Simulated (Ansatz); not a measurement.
## Li: energy along a strain

Li, Fm-3m, a = 4.404 Å (as given, not relaxed at this level: -1.5 GPa). This isn't the element's structure at ambient conditions. Ansatz: LDA, PAW, 420 eV, Γ-centred 18×18×18 mesh on 1 atom, Gaussian smearing 0.15 eV; no spin polarisation. Cell vectors (Å): 0.000 2.202 2.202; 2.202 0.000 2.202; 2.202 2.202 0.000. The cell is strained by x per cent times the pattern (0 0 1 0 0 0) in the order xx yy zz yz xz xy (engineering shears), with fractional coordinates held. y is the free energy over the start, V0 = 21.354 Å³/atom.

```tsv
x (%)	y (meV/atom)
-6.00	?
-4.50	-6.94
-3.00	-5.06
-1.50	-2.74
0.00	0.00
1.50	3.15
3.00	6.67
4.50	10.54
5.25	12.62
6.00	14.78
```

Q: Fit y = c1 x + c2 x² + c3 x³ to the other rows, get the stiffness along the pattern, and predict the missing energy.

A: Least squares on the rows shown. y = 1.963 x + 0.08912 x² − 0.0009761 x³. The clamped-ion stiffness p·C·p = 2 × 0.8912 eV × 160.2 / 21.354 Å³ = 13.4 GPa, which is C33 in these axes (C11 of the cubic crystal) (second derivative at the start, which stands under stress). At x = -6.00 the fit asked for gives -8.36 meV/atom. The run gave -8.44 meV/atom, so the fit is 0.08 meV/atom too high, a small miss on the scale of the series.